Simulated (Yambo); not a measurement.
Yambo run on CsCaH3 (cubic perovskite, space group Pm-3m, No. 221). The wavefunctions are LDA (pw.x of Quantum ESPRESSO, ONCV potentials, no spin-orbit coupling) ones on a 4×4×4 mesh (11 occupied bands); a = b = c = 4.621 Å, α = β = γ = 90.00°.

Yambo input:

```
rim_cut
gw0
dyson
el_el_corr
HF_and_locXC
ppa
em1d
RandQpts= 1000000
RandGvec= 1 Ry
EXXRLvcs= 74 Ry
VXCRLvcs= 296 Ry
Chimod= "HARTREE"
% BndsRnXp
 1 | 93 |
%
NGsBlkXp= 3 Ry
% LongDrXp
 1.0 | 1.0 | 1.0 |
%
PPAPntXp= 27.2114 eV
% GbndRnge
 1 | 93 |
%
GTermKind= "BG"
DysSolver= "n"
ExtendOut
% QPkrange
 6 | 6 | 11 | 12 |
%
```

k points by index: 6 = M.

Resulting energies as the program prints them:

```
#    K-point    Band    Eo [eV]    E [eV]    E-Eo [eV]    Vxc [eV]    Vnlxc [eV]    Sc|Eo [eV]    Sc|E [eV]    dSc/dw|Eo [eV]    Re(Z)    Im(Z)
#
    6    11    0.000000    -1.273916    -1.273916    -10.75094    -14.20097    1.860504    2.176114    -6.740801    0.801459    -0.001647
    6    12    2.810534    3.866828    1.056294    -8.804602    -4.060933    -3.480160    -3.687375    -5.337383    0.836017    -0.001299
```
(The two width columns are left out.) Convergence of these settings isn't established.

Geometry of the Materials Project entry, not relaxed at this level.

The structure is a Materials Project entry; no match was found in the copy of COD used, and its stability was not checked.
